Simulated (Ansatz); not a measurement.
**MgVFeP₄O₁₄: do the settings matter for the field gradients?**

Cell: a Materials Project structure (computed, not necessarily an observed phase), atoms as given.

```yaml
crystal:
  lattice:
    - [4.99945, 0.00000, 0.00000]
    - [-1.99626, 6.59028, 0.00000]
    - [-0.36800, -0.57869, 8.18317]
  atoms:
    - { symbol: Mg, position: [0.69533, 0.19676, 0.87244] }
    - { symbol: V, position: [0.50205, 0.27471, 0.49052] }
    - { symbol: Fe, position: [0.45846, 0.69385, 0.03615] }
    - { symbol: P, position: [0.86812, 0.46837, 0.18231] }
    - { symbol: P, position: [0.15585, 0.94533, 0.78574] }
    - { symbol: P, position: [0.88968, 0.06577, 0.27487] }
    - { symbol: P, position: [0.12359, 0.52027, 0.68303] }
    - { symbol: O, position: [0.20063, 0.11869, 0.32131] }
    - { symbol: O, position: [0.34809, 0.11899, 0.69826] }
    - { symbol: O, position: [0.69068, 0.48725, 0.02623] }
    - { symbol: O, position: [0.73208, 0.48002, 0.34079] }
    - { symbol: O, position: [0.82023, 0.37796, 0.67668] }
    - { symbol: O, position: [0.71447, 0.08587, 0.41763] }
    - { symbol: O, position: [0.86036, 0.23023, 0.13790] }
    - { symbol: O, position: [0.09523, 0.74477, 0.66423] }
    - { symbol: O, position: [0.34590, 0.92568, 0.93706] }
    - { symbol: O, position: [0.17349, 0.59895, 0.18688] }
    - { symbol: O, position: [0.25138, 0.51307, 0.85449] }
    - { symbol: O, position: [0.29732, 0.47821, 0.54700] }
    - { symbol: O, position: [0.77161, 0.86506, 0.17244] }
    - { symbol: O, position: [0.88066, 0.97703, 0.82729] }
```

Sites (sets of like atoms) are named by element and the number of their first atom in this list.

Reference run. Computed with Ansatz: DFT, PBE, plane waves and PAW, scalar-relativistic, collinear spin, 420 eV cutoff, Γ-centred 4×3×3 k-points, Fermi–Dirac smearing 0.02 eV. Start moments as typed (μB): 1 on each V, 4 on each Fe, none on the rest.

(1) The input is changed as follows: `basis.xc_grid`: not typed → 4; `kpoints.mp_grid.grid`: [4, 3, 3] → [3, 2, 2]. What happens to V_zz (10²¹ V/m²) and η?

Answers

(1) 

```json
{"site": "Mg", "atom": "1", "V_zz reference": "-1.07", "η reference": "0.74", "V_zz changed": "-1.07", "η changed": "0.74"}
{"site": "V", "atom": "2", "V_zz reference": "-6.81", "η reference": "0.56", "V_zz changed": "-6.79", "η changed": "0.56"}
{"site": "Fe", "atom": "3", "V_zz reference": "-6.02", "η reference": "0.49", "V_zz changed": "-6.01", "η changed": "0.49"}
{"site": "P6", "atom": "6", "V_zz reference": "6.35", "η reference": "0.15", "V_zz changed": "6.35", "η changed": "0.15"}
{"site": "P7", "atom": "7", "V_zz reference": "4.81", "η reference": "0.40", "V_zz changed": "4.82", "η changed": "0.40"}
{"site": "O8", "atom": "8", "V_zz reference": "9.92", "η reference": "0.12", "V_zz changed": "9.92", "η changed": "0.12"}
{"site": "O9", "atom": "9", "V_zz reference": "9.51", "η reference": "0.43", "V_zz changed": "9.51", "η changed": "0.43"}
{"site": "O10", "atom": "10", "V_zz reference": "8.11", "η reference": "0.82", "V_zz changed": "8.11", "η changed": "0.82"}
{"site": "O11", "atom": "11", "V_zz reference": "9.64", "η reference": "0.25", "V_zz changed": "9.63", "η changed": "0.25"}
{"site": "O12", "atom": "12", "V_zz reference": "8.95", "η reference": "0.56", "V_zz changed": "8.95", "η changed": "0.56"}
{"site": "O13", "atom": "13", "V_zz reference": "9.36", "η reference": "0.31", "V_zz changed": "9.37", "η changed": "0.31"}
{"site": "O20", "atom": "20", "V_zz reference": "10.32", "η reference": "0.17", "V_zz changed": "10.32", "η changed": "0.17"}
```

No V_zz moves by more than 0.02. The table leaves out 9 of the 21 sites, with |V_zz| up to 13.94; their tensors move by 0.01 at most along any direction. The statements above cover all sites. SCF iterations: 32 and 32. In the changed run the k-mesh is coarser than the standard one, yet the gradients stay close to the reference.

On the reference run: The largest force is 0.9 eV/Å, so the atoms aren't at the calculated equilibrium and relaxing them would move these values. The moments were started parallel, and the run ended with some of them reversed. The program didn't check the stability of this electronic state in full, so a lower one may lie near. With a gap of 0.11 eV under a smearing of 0.02 eV the band edges are partly filled, so small gradients can hang on the smearing and the k-mesh. With these PAW files V_zz is typically within 2 to 3 % of all-electron values, but misses above 10 % occur on Fe. The magnetic order is the one that the run reached from its start moments, not necessarily the measured one.
